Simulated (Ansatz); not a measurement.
A scan (energy against volume; even scaling of the relaxed cell, symmetry kept) gave these values. These are PBEsol (plane waves to 420 eV, PAW, scalar-relativistic; Ansatz, a quantum-chemistry and plane-wave program) values and carry that method's errors.

| Item | Value |
|---|---|
| Bulk modulus B₀ (third-order Birch-Murnaghan fit) | 46.4 GPa |
| Pressure derivative B₀′ (fit) | 5.7 |
| Equilibrium volume of the fit | 14.55 Å³/atom |

Of these crystals, all scanned alike, which one is it?
A) AlNi₃ (Cu3Au type)
B) ScAl₃ (Cu3Au type)
C) K₂NaRhF₆ (space group Fm-3m)
D) LiBr (rock salt)

C, K₂NaRhF₆ (space group Fm-3m). The others have, for the bulk modulus: AlNi3 203 GPa, LiBr 28.8 GPa, ScAl3 91.7 GPa

All were relaxed with their symmetry unable to fall. K2NaRhF6 is run without spin polarisation and with no Hubbard U. Relaxed AlNi3 ends ferromagnetic. ScAl3 is run without spin polarisation. The magnetic order is the one the run started from; other orders were not tried. (This holds for the magnetic or f-shell members.)

(Under strain, the slope of the energy per volume gives the stress and its curvature an elastic modulus.)
